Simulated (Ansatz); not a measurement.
CsPbI₂Br (P4/mmm) from a database structure, relaxed with r2SCAN, was run in the plane-wave code Ansatz under altered settings. All numbers are computed, without spin polarisation but where a row says otherwise.

```
CELL_PARAMETERS angstrom
6.36512 0.00000 0.00000
0.00000 6.36512 0.00000
0.00000 0.00000 5.92424
ATOMIC_POSITIONS crystal
Cs 0.50000 0.50000 0.50000
Pb 0.00000 0.00000 0.00000
I 0.00000 0.50000 0.00000
I 0.50000 0.00000 0.00000
Br 0.00000 0.00000 0.50000
```

The base run's other keys:
```yaml
kpoints:
  mp_grid: { grid: [2, 2, 2] }
hamiltonian:
  xc: hse06
scf:
  occupations: { method: fixed }
  n_extra_bands: 5
```

It takes 13 iterations with 4655 plane waves at 420 eV and 6 k points, and leaves a mean stress of +1.16 GPa. The gap over this mesh is 2.014 eV. It ran on 4 threads of Arm Neoverse V2, on a shared host.

Outcomes, with energy and stress as changes against the base:
```csv
setting,outcome,ΔF (meV/atom),Δ mean stress (GPa),gap on the mesh (eV),iterations,wall time
"PBE hybrid, exx coeff 0.3, omega 0.2078 1/Å",converged,–,-0.1,2.154,14,18 s
"PBE hybrid, exx coeff 1.5, unscreened",refused,–,–,–,–,0.03 s
"kpoints.mp_grid.grid: [3, 3, 3]",converged,-151,-1.3,4.298,13,31 s
```
A dash marks a value that wasn't obtained or can't be compared. Stress is positive in compression. The base took 18 s. The base's mesh is coarse for a hybrid, so its own values aren't converged.

- PBE hybrid, exx coeff 0.3, omega 0.2078 1/Å. That is 30 % exact exchange, screened with ω = 0.2078 1/Å, against HSE06's 25 % screened at 0.208 1/Å. The mean stress moves by -0.1 GPa and the gap on the mesh by +0.139 eV (to 2.154). Totals of different functionals aren't comparable.
- PBE hybrid, exx coeff 1.5, unscreened. The program doesn't start. Error: invalid value for `hamiltonian.xc.exx.coeff`: must be finite and in (0, 1]; got 1.5
- kpoints.mp_grid.grid: [3, 3, 3]. The free energy moves by -151 meV an atom, the mean stress by -1.3 GPa and the gap on the mesh by +2.284 eV (to 4.298). The gap changes mostly because other points are sampled; a mesh that misses a band edge overestimates it. The difference shows how far the base mesh is converged.

Spin-orbit coupling is left out; in compounds of Pb, Bi, Tl or Hg it can lower a gap by up to about 1 eV, split its edges or invert the bands.

The program warns that its thresholds are loose for a hybrid's stress.

The meshes of the hybrids are coarse, so their gaps aren't converged to the digits shown.
